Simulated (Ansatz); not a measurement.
Relaxed MgB$_{2}$ (AlB2 type, space group P6/mmm):

```
MgB2
1.0
    6.14864     0.00000     0.00000
   -1.53716     2.66244     0.00000
    3.07432     0.00000     3.52754
Mg B
2 4
Direct
  0.00000   0.00000   0.00000
  0.50000   0.00000   0.00000
  0.91667   0.66667   0.50000
  0.41667   0.66667   0.50000
  0.08333   0.33333   0.50000
  0.58333   0.33333   0.50000
```

A phonon eigenvector at L = (0.5, 0.0, 0.5) is frozen into this cell: atom i moves by Q times the vector below, so Q is the largest atomic displacement, in Å. The cell is held. (q is in reciprocal vectors of the primitive cell; the cell shown is doubled to hold the pattern.)

```csv
atom,x,y,z
B3,0.866,0.500,0.000
B4,-0.866,-0.500,0.000
B5,-0.866,-0.500,0.000
B6,0.866,0.500,0.000
```

Atoms not listed stay in place.

These are PBE (plane waves to 420 eV, PAW, scalar-relativistic; Ansatz, a program for electronic structure) values and carry that method's errors. k mesh 17×17×17 (Γ-centred), Fermi-Dirac smearing 0.05 eV. E stands for the smeared free energy. With partly filled bands, energies and forces of such displacements shift with the k mesh and the smearing. MgB2 was relaxed with its symmetry unable to fall. ΔE is measured from the undisplaced structure.

```
Q (Å)   ΔE (meV/cell)
------  -------------
-0.180           1364
-0.120            629
-0.060            161
0.000               0
0.060             161
0.120             629
0.180            1364
```

### Question
Which DFPT wavenumber at L = (0.5, 0.0, 0.5) belongs to this mode?
A. 461 cm⁻¹
B. 753 cm⁻¹
C. 256 cm⁻¹

### Answer
B, 753 cm⁻¹. The curvature of the scan gives 753 cm⁻¹

(A displaced cell: forces are minus the slopes of the energy, force constants its curvatures, and phonons follow from these.)
